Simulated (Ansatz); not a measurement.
## Relaxing indium (hcp)

Theory: DFT, BLYP, plane waves (420 eV) with PAW, scalar-relativistic in Ansatz. The PAW files were generated under PBE, with cores re-solved for the functional.

k-point mesh 11×11×6, Fermi-Dirac smearing 0.1 eV, no spin polarisation. Cell and atoms relax.

Starting structure:

```
In
1.0
     3.33139    0.00000    0.00000
    -1.66570    2.88507    0.00000
     0.00000    0.00000    5.44017
In
2
Direct
  0.33333 0.66667 0.25000
  0.66667 0.33333 0.75000
```

Problem. The pressure at the start is 6.4 GPa. By how much does the volume change?

Solution. From 26.14 to 31.40 Å³ per atom, 20.1 %. The final cell has a = 3.560 Å, c = 5.721 Å (c/a = 1.607).

Problem. How much energy does the relaxation gain?

Solution. 87.2 meV per atom.

Path of the relaxation (the plane waves are chosen anew near the end, which can shift the energy a little):

```
step  E − E(final) (meV/atom)  V (Å³/atom)  P (GPa)  max force (eV/Å)
   0                    87.16       26.144     6.40             0.000
   1                     4.62       30.086     1.04             0.000
   2                     0.92       30.997     0.29             0.000
   3                     0.53       31.374     0.01             0.000
   4                     0.50       31.423    -0.02             0.000
   5                     0.48       31.398     0.01             0.000
   6                     0.00       31.398     0.00             0.000
```
